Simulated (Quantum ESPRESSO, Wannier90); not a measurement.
**Wannierisation of AlAsO4 (I-4)**

```
begin unit_cell_cart
ang
    5.0780900000    0.0000000000    0.0000000000
    0.0000000000    5.0780900000    0.0000000000
   -2.5390450000   -2.5390450000    3.7640800000
end unit_cell_cart
begin atoms_frac
Al   0.0000000000  0.0000000000  0.0000000000
As   0.2500000000 -0.2500000000  0.5000000000
O    0.2562200000 -0.1328400000  0.2508000000
O   -0.3836400000 -0.2562200000 -0.2508000000
O   -0.0054200000  0.3836400000  0.2508000000
O    0.1328400000  0.0054200000 -0.2508000000
end atoms_frac
```

Cell from Materials Project (mp-7849), symmetrised, no further relaxation. Not found in the COD (Crystallography Open Database) copy used, which has the formula in other groups; not checked further. Method: PBEsol plane waves in Quantum ESPRESSO 7.5 (PseudoDojo norm-conserving files, 68 Ry, spinors with spin-orbit coupling), Bloch states on a 4×4×4 mesh through Γ, Wannier90 4.0.1. Density: 8×8×8 mesh, cold smearing 0.01 Ry.

A tight-binding model is made by disentanglement and projection with no localisation steps (num_iter = 0), so the 48 orbitals stay atom-like: hydrogen-like Al: s;p; As: s;p; O: s;p, axes along x, y, z; frozen window up to 6.08 eV relative to the valence-band maximum. It follows pw.x to 2.3 meV rms for states up to 5.6 eV relative to the valence-band maximum. Matrix elements depend on this choice of orbitals and windows.

### Question
What are the on-site energies relative to the valence-band maximum, and how fast do the hoppings decay?

### Answer
```
atom         orbitals  energy (eV)
----  ---------------  -----------
Al1             s↑ s↓         9.03
Al1           pz↑ pz↓         9.87
Al1   px↑ px↓ py↑ py↓         9.96
As2             s↑ s↓         0.75
As2           pz↑ pz↓         6.00
As2   px↑ px↓ py↑ py↓         6.23
O3              s↑ s↓       -14.62
O3            pz↑ pz↓        -1.11
O3            px↑ px↓        -0.85
O3            py↑ py↓        -1.57
O4              s↑ s↓       -14.62
O4            pz↑ pz↓        -1.11
O4            px↑ px↓        -1.57
O4            py↑ py↓        -0.85
O5              s↑ s↓       -14.62
O5            pz↑ pz↓        -1.11
O5            px↑ px↓        -0.85
O5            py↑ py↓        -1.57
O6              s↑ s↓       -14.62
O6            pz↑ pz↓        -1.11
O6            px↑ px↓        -1.57
O6            py↑ py↓        -0.85
```

```json
[
 {"distance of the centres (Å)": "1–2", "largest modulus (eV)": "3.3"},
 {"distance of the centres (Å)": "2–3", "largest modulus (eV)": "0.42"},
 {"distance of the centres (Å)": "3–4", "largest modulus (eV)": "0.57"},
 {"distance of the centres (Å)": "4–5", "largest modulus (eV)": "0.087"},
 {"distance of the centres (Å)": "5–6", "largest modulus (eV)": "0.084"},
 {"distance of the centres (Å)": "6–7", "largest modulus (eV)": "0.026"}
]
```
